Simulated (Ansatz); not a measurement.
Frames from the relaxation of a relaxed BeCo cell, doubled along one cell vector, shaken by Gaussian noise of σ = 0.08 Å a coordinate, as extended XYZ (Å, eV, eV/Å, GPa with compression positive). Calculation: PBE (plane waves to 420 eV, PAW, scalar-relativistic; Ansatz, an electronic-structure program). Γ-centred k-mesh 11×6×11 on the run's cell (coarser than for final values), Fermi–Dirac smearing 0.05 eV.

```xyz
8
Lattice="0.0000 2.6521 2.6521 5.3041 0.0000 5.3041 2.6521 2.6521 0.0000" Properties=species:S:1:pos:R:3:forces:R:3 pbc="T T T" step=1 free_energy=-20875.674 pressure=6.6 accepted=T
Be     3.9539     3.9417     3.9628    0.5783    0.9356   -0.5864
Be     6.7188     3.7786     6.5866   -0.9744    1.6618    0.5654
Be     2.6459     2.7335     2.6141    0.2286   -0.8455    0.0190
Be     5.1531     2.7484     5.4025    0.5377   -0.7376   -0.3146
Co    -0.0046     0.1210     0.0296    0.1010   -2.0699   -1.6876
Co     2.8141     0.0629     2.5471   -2.6759   -0.2111    1.6847
Co     1.3168     1.2876     1.2132    0.4290    1.3541    1.2162
Co     3.8183     1.3313     4.0251    1.7758   -0.0873   -0.8967
8
Lattice="0.0024 2.6608 2.6567 5.3118 0.0011 5.3170 2.6425 2.6492 0.0140" Properties=species:S:1:pos:R:3:forces:R:3 pbc="T T T" step=2 free_energy=-20876.288 pressure=3.2 accepted=T
Be     3.9516     3.9742     3.9865    0.3956    0.5470   -0.3878
Be     6.6970     3.8510     6.6122   -0.6390    1.1131    0.4363
Be     2.6336     2.7043     2.6415    0.1038   -0.4812   -0.0357
Be     5.1971     2.7097     5.3748    0.3805   -0.4266   -0.2488
Co    -0.0068     0.0913     0.0135    0.0628   -1.4080   -1.1107
Co     2.7634     0.0492     2.5914   -1.8111   -0.4353    0.9868
Co     1.3096     1.3073     1.2527    0.2731    0.8653    0.8619
Co     3.8755     1.3398     4.0092    1.2343    0.2256   -0.5021
8
Lattice="0.0004 2.6548 2.6420 5.3019 -0.0022 5.2870 2.6542 2.6596 -0.0044" Properties=species:S:1:pos:R:3:forces:R:3 pbc="T T T" step=3 free_energy=-20876.779 pressure=0.0 accepted=T
Be     3.9585     3.9942     3.9464    0.0237    0.0149   -0.0105
Be     6.6241     3.9879     6.5875   -0.0394    0.0374    0.0019
Be     2.6369     2.6699     2.6222    0.0079   -0.0128   -0.0061
Be     5.2932     2.6655     5.2657    0.0146    0.0298    0.0029
Co    -0.0142     0.0138    -0.0182    0.0036   -0.0216   -0.0436
Co     2.6379     0.0072     2.6311    0.0007    0.0728   -0.0315
Co     1.3146     1.3390     1.2992    0.0054    0.0070    0.0563
Co     3.9654     1.3507     3.9441   -0.0166   -0.1274    0.0306
```

The path has 7 moves and ends in Fd-3m (No. 227) (AFLOW prototype AB_cF16_227_a_b (B32, as in NaTl)), 0.14 eV/atom below its start. Free energies are of the whole cell and compare only within this code, potentials and settings. Spin-polarised start, with parallel moments on Co. Spin state reached: ferromagnetic (net 0.62 μB/atom), from parallel starting moments; other spin orders were not run from this start.

The end of the path is a generated cell of BeCo: the first start was made by placing the elements on the sites of a structure type, and the end was not matched to a known phase here, so it may be hypothetical.
